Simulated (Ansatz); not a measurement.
SnO:
```
CELL_PARAMETERS angstrom
      3.76363     0.00000     0.00000
      0.00000     3.76363     0.00000
      0.00000     0.00000    31.00000
ATOMIC_POSITIONS crystal
  Sn 0.50000 0.00000 0.53784
  Sn 0.00000 0.50000 0.46216
  O  0.50000 0.50000 0.50000
  O  0.00000 0.00000 0.50000
```
Free-standing layer in the xy plane with vacuum along z and no interaction between images.

Relaxed with r²SCAN+D4. Special points in fractions of this cell's reciprocal vectors: M (0.500, 0.500, 0.000); Γ (0.000, 0.000, 0.000); X (0.000, 0.500, 0.000).

### Question
List the band energies nearest the valence-band maximum at these points for DFT-r²SCAN+D4 with spin–orbit coupling in the program Ansatz with PAW potentials.

### Answer
In eV from the valence-band maximum; about four levels below and three above (degenerate sets whole), none deeper than 8.9 eV; points with the same levels are listed once.

```tsv
k	below	above
M	-0.57 -0.57 -0.57 -0.57	3.58 3.58 3.58 3.58
Γ	-1.88 -1.88 -0.08 -0.08	3.81 3.81 3.84 3.84
X	-0.53 -0.53 -0.53 -0.53	3.53 3.53 3.53 3.53
```

Space group P4/nmm (square). The layer was cut from a bulk entry of the Materials Project (measured or hypothetical); whether that bulk phase is the ambient one, and whether the layer has been isolated, was not checked. Symmetry was held in the r²SCAN+D4 relaxation; its stability against distortions is not shown here.

Potentials: the later of the program's two PAW sets.
